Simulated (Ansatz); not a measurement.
TePt:
```
CELL_PARAMETERS angstrom
      3.44242     0.00000     0.00000
      0.00000     3.44242     0.00000
      0.00000     0.00000     3.44242
ATOMIC_POSITIONS crystal
  Pt 0.00000 0.00000 0.00000
  Te 0.50000 0.50000 0.50000
```

Relaxed with PBE. Special points in fractions of this cell's reciprocal vectors: Γ (0.000, 0.000, 0.000); X (0.000, 0.500, 0.000); M (0.500, 0.500, 0.000); R (0.500, 0.500, 0.500).

Question: List the band energies nearest the Fermi level at these points for plane-wave PAW PBE with spin–orbit coupling (Ansatz code).

Answer: In eV from the Fermi level; about four levels below and three above (degenerate sets whole), none deeper than 8.9 eV; points with the same levels are listed once.

| k | below | above |
|---|---|---|
| Γ | -0.99 -0.99 -0.99 -0.99 | 0.40 0.40 6.88 6.88 6.88 6.88 |
| X | -2.34 -2.34 -1.64 -1.64 | 1.90 1.90 2.84 2.84 |
| M | -1.31 -1.31 -0.38 -0.38 | 0.76 0.76 7.59 7.59 |
| R | -1.81 -1.81 -1.81 -1.81 | 0.23 0.23 1.16 1.16 1.16 1.16 |

Space group Pm-3m (CsCl type). The start of the workflow was typed in or built on a structure type; neither database checked (COD, Materials Project) lists it. COD files the formula under space group No. 166, 194. Whether it is the stable phase at ambient conditions was not checked. Symmetry was held in the PBE relaxation; its stability against distortions is not shown here. No spin polarisation was allowed. Its formation energy is positive at this level, so the cell may be metastable or incomplete.

Potentials: the later of the program's two PAW sets.
